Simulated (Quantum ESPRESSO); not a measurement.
Ru2Zr4TaAl, a guest atom moved from site to site

A calculation, not a measurement. The program is pw.x of Quantum ESPRESSO 7.5 (plane-wave density functional theory). The cell is made up: eight metal atoms on a hexagonal close-packed lattice, with elements, volume, strain and displacements drawn at random and not relaxed, so it may be unstable or far from any real phase. PseudoDojo standard norm-conserving files set the functional (PBE unless stated); there is no spin polarisation or spin-orbit coupling, the Fermi-Dirac width of 0.25 eV means electrons at about 2900 K, and the masses in the input are unused placeholders. Heavy elements are run without spin-orbit coupling, which real alloys of them have. A spin test at this wide smearing found no moment, but such smearing suppresses magnetism that the real alloy may have.

The runs move one Ru atom among sites that otherwise hold Zr. Cell, positions, cutoff, mesh and smearing stay as in the input of run 1; sites are counted in its order. Stress in the tables is positive in tension.

Input of run 1:

```
&control calculation='scf', pseudo_dir='./dojo.nc.sr.pbe.v0_5.standard.upf', outdir='./o', disk_io='minimal', tprnfor=.true., tstress=.true. /
&system ibrav=0, nat=8, ntyp=4, nbnd=65, ecutwfc=84.00895049, nosym=.true., tot_charge=0,
 occupations='smearing', smearing='fd', degauss=0.0183746611
/
&electrons conv_thr=1.470e-08, electron_maxstep=70, mixing_beta=0.5 /
ATOMIC_SPECIES
Al 1.0 Al.upf
Ru 1.0 Ru.upf
Ta 1.0 Ta.upf
Zr 1.0 Zr.upf
CELL_PARAMETERS angstrom
0.0419 5.1573 0.0069
3.0083 0.0308 4.9758
3.047 0.0175 -4.9989
ATOMIC_POSITIONS angstrom
Ru 0.0188 -0.0049 -0.0327
Zr 3.0805 0.0273 -0.0135
Zr 3.0928 1.748 -2.4875
Ru 3.0041 1.725 2.4899
Ta 1.5723 2.5856 -0.056
Zr 4.6143 2.6242 0.0002
Al 1.5666 4.3246 -2.5113
Zr 1.5118 4.3087 2.4578
K_POINTS automatic
5 5 5 1 1 1
```

| run | elements on sites 1 to 8 | free energy less that of run 1 (eV) | -TS (eV) | pressure (GPa) | stress xx (GPa) | stress yy (GPa) | stress zz (GPa) | stress yz (GPa) | stress xz (GPa) | stress xy (GPa) | iterations |
| --- | --- | --- | --- | --- | --- | --- | --- | --- | --- | --- | --- |
| 1 | Ru Zr Zr Ru Ta Zr Al Zr | 0.000 | -1.960 | -3.69 | 6.21 | 2.52 | 2.33 | 1.80 | -0.22 | 0.81 | 19 |
| 2 | Zr Ru Zr Ru Ta Zr Al Zr | -0.005 | -1.952 | -3.73 | 6.10 | 2.59 | 2.51 | -1.44 | -0.67 | 0.58 | 18 |
| 3 | Zr Zr Ru Ru Ta Zr Al Zr | 0.204 | -1.969 | -3.83 | 0.00 | 6.13 | 5.36 | 0.20 | -0.06 | 0.71 | 19 |
| 4 | Zr Zr Zr Ru Ta Ru Al Zr | -0.034 | -1.940 | -3.76 | 3.83 | 4.84 | 2.60 | -0.29 | 1.94 | 0.82 | 18 |
| 5 | Zr Zr Zr Ru Ta Zr Al Ru | 0.316 | -2.042 | -3.55 | 5.74 | 0.52 | 4.40 | 0.14 | -0.34 | 0.93 | 18 |

Forces Fx Fy Fz (eV/Å):

```
site              run 1             run 2              run 3              run 4             run 5
   1   0.19 -0.13 -0.16   0.17 0.44 -0.32     0.44 0.36 0.00   -0.48 0.00 -0.82  0.52 -0.37 -0.57
   2    -0.57 0.30 0.39  -0.49 -0.12 0.13    -0.70 0.37 0.01    0.00 -0.25 0.62  -0.72 -0.47 0.67
   3  -0.55 -0.37 -0.79  -0.44 -0.49 0.26  -0.35 -0.07 -0.02   -0.56 0.43 -0.21   0.56 0.12 -0.31
   4     0.28 0.06 0.14   0.33 0.07 -0.28   0.35 -0.02 -0.10    0.35 0.18 -0.12   0.50 0.17 -0.08
   5  -0.78 -0.11 -0.29  0.67 -0.36 -0.35   0.09 -0.25 -0.61   -0.06 0.18 -0.10   -0.16 0.22 0.44
   6    0.79 -0.35 0.72  -0.84 -0.15 0.62   -0.01 -0.48 0.72    -0.03 0.20 0.34  -0.12 0.37 -0.21
   7    -0.43 0.38 0.43   -0.44 0.40 0.10    -0.04 0.05 0.26  -0.36 -0.24 -0.05  -0.50 -0.16 0.29
   8    1.06 0.22 -0.44   1.04 0.22 -0.16    0.22 0.05 -0.25    1.15 -0.51 0.34  -0.07 0.12 -0.22
```

The sites are displaced and not relaxed, so the energy differences mix bonding between neighbours with strain and are not ordering energies. A rerun of one cell of this series at a higher cutoff and on a denser mesh moved values by no more than 0.004 eV in energy, 0.02 GPa in stress and 0.003 eV/Å in force, and a second program with other atomic files agreed on that cell to 2 % rms in force and 0.5 GPa in pressure.